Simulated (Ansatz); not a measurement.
**Rocksalt alloy of MgO and CaO (4 of 32 Mg sites exchanged), 64 atoms**

Theory: Ansatz 0.2.0, DFT, PBEsol, PAW, plane waves.

Command:

```sh
ansatz run in.yaml --threads 7 --pin off --max-ram 13300MiB --runs-dir r --events-out ev --progress --plain
```

The input less its lattice and atoms:

```yaml
crystal:
  symmetry: { detect: false }
kpoints:
  mp_grid: { grid: [1, 1, 1], shift: [0.25, 0.25, 0.25] }
hamiltonian:
  xc: pbesol
scf:
  occupations: { method: fermi_dirac, width: 0.01 }
relax:
  f_tol: 0.03
  max_steps: 80
  escape_saddle: false
  adjacent_minimum: "off"
  cell: { fix: [shape] }
output:
  forces: true
  eigenvalues: true
  populations: true
```

Start:

```
O Mg Ca
1.0
     8.56157    0.00000    0.00000
     0.00000    8.56157    0.00000
     0.00000    0.00000    8.56157
O Mg Ca
32 28 4
Direct
  0.24856 0.00126 0.00021
  0.25037 0.99929 0.50408
  0.24941 0.49852 0.00114
  0.25295 0.50373 0.49953
  0.75196 0.00279 0.99541
  0.75225 0.00112 0.49954
  0.75002 0.50215 0.99930
  0.74919 0.49766 0.49959
  0.99725 0.25313 0.00222
  0.00034 0.25314 0.50026
  0.00060 0.75133 0.00188
  0.99494 0.75403 0.50047
  0.49649 0.24739 0.00025
  0.49954 0.25365 0.49995
  0.49750 0.75424 0.99693
  0.50182 0.74819 0.49888
  0.00049 0.00183 0.24936
  0.00228 0.00214 0.74709
  0.99723 0.50107 0.25316
  0.00626 0.49826 0.75285
  0.50023 0.99540 0.25078
  0.50128 0.99338 0.75028
  0.49435 0.49533 0.24734
  0.50006 0.49802 0.75391
  0.24695 0.24613 0.25249
  0.24893 0.24963 0.75045
  0.25079 0.75025 0.24749
  0.24998 0.75246 0.75152
  0.75158 0.24856 0.24749
  0.74992 0.24764 0.74905
  0.75116 0.75463 0.24898
  0.75087 0.74719 0.75122
  0.00413 0.00383 0.99751
  0.99596 0.99990 0.50502
  0.00227 0.50207 0.00141
  0.99698 0.50162 0.49964
  0.49733 0.00030 0.99739
  0.50217 0.00239 0.50045
  0.50052 0.49556 0.99589
  0.49835 0.49771 0.50289
  0.24989 0.24936 0.99651
  0.25058 0.25230 0.50087
  0.25236 0.75186 0.99779
  0.25094 0.75355 0.49856
  0.74826 0.25026 0.00253
  0.75144 0.25066 0.50223
  0.74937 0.74730 0.00018
  0.74891 0.74866 0.50004
  0.25103 0.99733 0.75203
  0.24879 0.49683 0.74656
  0.75146 0.99669 0.74798
  0.74817 0.49941 0.75389
  0.99869 0.25069 0.24891
  0.99608 0.25348 0.74900
  0.99951 0.74956 0.25077
  0.99742 0.75465 0.75278
  0.49765 0.24936 0.24702
  0.49607 0.24987 0.75500
  0.50057 0.75508 0.24795
  0.50079 0.74733 0.74803
  0.25093 0.00022 0.25036
  0.25023 0.49992 0.24995
  0.75043 0.00162 0.25205
  0.74517 0.49977 0.25088
```

Steps:

```
 step  energy less the first (eV)  largest force component (eV/Å)  pressure (GPa)
start                       0.000                           2.103            3.57
    1                      -0.987                           0.814            1.23
    2                      -1.273                           0.155           -0.17
    3                      -1.290                           0.009            0.02
    4                      -1.347                           0.010            0.17
    5                      -1.345                           0.002            0.00
    6                      -1.349                           0.002            0.00
```

A structure on the way, about -1.27 eV from the start:

```
O Mg Ca
1.0
     8.61785    0.00000    0.00000
     0.00000    8.61785    0.00000
     0.00000    0.00000    8.61785
O Mg Ca
32 28 4
Direct
  0.24984 0.00038 0.98583
  0.24953 0.00024 0.51428
  0.24962 0.50022 0.98587
  0.24964 0.50026 0.51446
  0.74956 0.00026 0.98580
  0.74971 0.00015 0.51437
  0.74986 0.50018 0.98572
  0.74953 0.50016 0.51442
  0.99987 0.25034 0.99970
  0.99947 0.25014 0.50048
  0.99961 0.75030 0.99974
  0.99958 0.75020 0.50050
  0.49939 0.25016 0.99978
  0.49982 0.25018 0.50030
  0.49972 0.75018 0.99961
  0.49964 0.75014 0.50028
  0.99970 0.00019 0.24995
  0.99983 0.00038 0.75015
  0.99962 0.50019 0.25046
  0.99962 0.50029 0.75005
  0.49970 0.00017 0.25009
  0.49953 0.00010 0.75001
  0.49971 0.50002 0.24931
  0.49971 0.50012 0.75016
  0.24980 0.25018 0.25047
  0.24982 0.25024 0.75004
  0.24968 0.75000 0.24967
  0.24963 0.75022 0.75015
  0.74964 0.25024 0.24958
  0.74944 0.25011 0.75019
  0.74961 0.75014 0.24995
  0.74968 0.75030 0.74999
  0.99966 0.00021 0.99286
  0.99976 0.00023 0.50735
  0.99968 0.50039 0.99275
  0.99981 0.50032 0.50737
  0.49960 0.00019 0.99263
  0.49960 0.00045 0.50738
  0.49960 0.50022 0.99296
  0.49957 0.50000 0.50767
  0.24944 0.25039 0.99265
  0.24941 0.25017 0.50734
  0.24978 0.74986 0.99295
  0.24967 0.74999 0.50744
  0.74991 0.25021 0.99314
  0.74993 0.25016 0.50742
  0.74955 0.75004 0.99303
  0.74968 0.75008 0.50717
  0.24952 0.00002 0.75008
  0.24933 0.50026 0.75009
  0.74960 0.99994 0.75001
  0.74970 0.50043 0.75009
  0.99972 0.25038 0.25010
  0.99946 0.25018 0.75016
  0.99976 0.75006 0.24998
  0.99972 0.75036 0.75021
  0.49959 0.25041 0.25010
  0.49981 0.25036 0.75026
  0.49957 0.75004 0.25010
  0.49960 0.75020 0.75002
  0.24975 0.00020 0.24997
  0.24970 0.50010 0.25022
  0.74969 0.00020 0.25005
  0.74968 0.50024 0.25029
```

End:

```xyz
64
Lattice="8.6165 0.0000 0.0000 0.0000 8.6165 0.0000 0.0000 0.0000 8.6165" Properties=species:S:1:pos:R:3 pbc="T T T"
O     2.1514    0.0020    8.4937
O     2.1509    0.0015    4.4324
O     2.1513    4.3102    8.4937
O     2.1510    4.3098    4.4324
O     6.4597    0.0019    8.4938
O     6.4592    0.0015    4.4325
O     6.4597    4.3102    8.4938
O     6.4592    4.3097    4.4325
O     8.6139    2.1560    8.6119
O     8.6133    2.1556    4.3143
O     8.6138    6.4643    8.6119
O     8.6134    6.4639    4.3143
O     4.3054    2.1560    8.6118
O     4.3052    2.1557    4.3143
O     4.3055    6.4644    8.6118
O     4.3051    6.4639    4.3143
O     8.6136    0.0017    2.1548
O     8.6136    0.0017    6.4631
O     8.6136    4.3100    2.1549
O     8.6136    4.3100    6.4631
O     4.3053    0.0017    2.1549
O     4.3053    0.0017    6.4631
O     4.3053    4.3100    2.1545
O     4.3053    4.3100    6.4631
O     2.1512    2.1558    2.1550
O     2.1512    2.1558    6.4630
O     2.1512    6.4641    2.1547
O     2.1512    6.4641    6.4631
O     6.4594    2.1558    2.1546
O     6.4595    2.1558    6.4631
O     6.4594    6.4641    2.1548
O     6.4594    6.4641    6.4631
Mg    8.6135    0.0017    8.5638
Mg    8.6136    0.0017    4.3624
Mg    8.6135    4.3100    8.5638
Mg    8.6137    4.3099    4.3625
Mg    4.3053    0.0018    8.5638
Mg    4.3053    0.0017    4.3624
Mg    4.3053    4.3100    8.5639
Mg    4.3053    4.3099    4.3626
Mg    2.1512    2.1558    8.5637
Mg    2.1511    2.1559    4.3624
Mg    2.1512    6.4641    8.5638
Mg    2.1511    6.4641    4.3625
Mg    6.4595    2.1559    8.5639
Mg    6.4594    2.1558    4.3625
Mg    6.4595    6.4641    8.5638
Mg    6.4594    6.4642    4.3625
Mg    2.1512    0.0017    6.4631
Mg    2.1512    4.3100    6.4631
Mg    6.4594    0.0017    6.4631
Mg    6.4595    4.3100    6.4631
Mg    8.6136    2.1559    2.1548
Mg    8.6136    2.1558    6.4631
Mg    8.6136    6.4641    2.1548
Mg    8.6136    6.4641    6.4631
Mg    4.3053    2.1558    2.1548
Mg    4.3053    2.1558    6.4631
Mg    4.3053    6.4641    2.1548
Mg    4.3053    6.4641    6.4632
Ca    2.1512    0.0017    2.1547
Ca    2.1512    4.3100    2.1549
Ca    6.4594    0.0017    2.1549
Ca    6.4595    4.3100    2.1550
```

Self-consistency was reached.

Time: 55 s of wall time on 7 threads of a Neoverse-V2 processor, on a host shared with other runs; peak host memory 1.5 GiB.

**Question.** How much energy did the relaxation gain, and which atom moved most?

**Answer.** 1.35 eV in 6 steps, from a start with small random displacements; atom 4 (O) moved 0.13 Å, the median atom 0.04 Å (drift of the whole cell removed).
